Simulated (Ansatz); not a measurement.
Values for one crystal, relaxed and computed with LDA (plane waves, PAW; program Ansatz); other levels are named.

* **Volume per atom**: 10.06 Å³
* **Band gap**: 1.86 eV (direct)
* **Pressure derivative B′**: 5.1
* **Highest zone-centre frequency (without LO–TO term)**: 817 cm⁻¹
* **Electron effective mass**: 0.52, 1.1, 1.1 mₑ (principal values)
* **Formation energy from the elements (no fitted shifts)**: -3.20 eV/atom
* **Conduction-band minimum**: at Γ

Which of these materials gives this?
(A) CeO2, fluorite
(B) TiO2, rutile
(C) CsPbBr3, cubic perovskite
(D) LiCl, rock salt

B, TiO2, rutile

Space group P4_2/mnm (rutile). The cell was relaxed with LDA under the symmetry of its start; phonons on a q-mesh show weakly imaginary modes. The run is not spin-polarised. The references are the lowest solids computed at this level, not always the standard phases (solids in place of the gases).

Potentials: the later of the program's two PAW sets.
